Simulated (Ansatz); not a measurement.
Here is the system:

Sb:
```
CELL_PARAMETERS angstrom
     -3.47726     3.47726     3.47726
      3.47726    -3.47726     3.47726
      3.47726     3.47726    -3.47726
ATOMIC_POSITIONS crystal
  Sb 0.71093 0.00000 0.00000
  Sb 0.00000 0.71093 0.00000
  Sb 0.00000 0.00000 0.71093
  Sb 0.28907 0.28907 0.28907
```

This is the r²SCAN+D4-relaxed structure. x, y and z are the axes in which the lattice vectors are written.

All from r²SCAN+D4 in the plane-wave PAW code Ansatz, unless another level is named. Estimate the piezoelectric stress constants (proper, relaxed ions, C/m²).

e14 = e25 = e36 = -0.20.

Next, the Hill bulk and shear moduli?

7.9 and 3.4 GPa.

Space group I-43m. The start of the workflow was typed in or built on a structure type; neither database checked (COD, Materials Project) lists it. It is not the phase usual at ambient conditions (space group No. 166). The r²SCAN+D4 relaxation kept the symmetry of its start; its stability against distortions is not shown here. The volume moved by 16 % from the start of the relaxation. Spin–orbit coupling is left out wherever it is not named.

Potentials: the earlier of the program's two PAW sets.
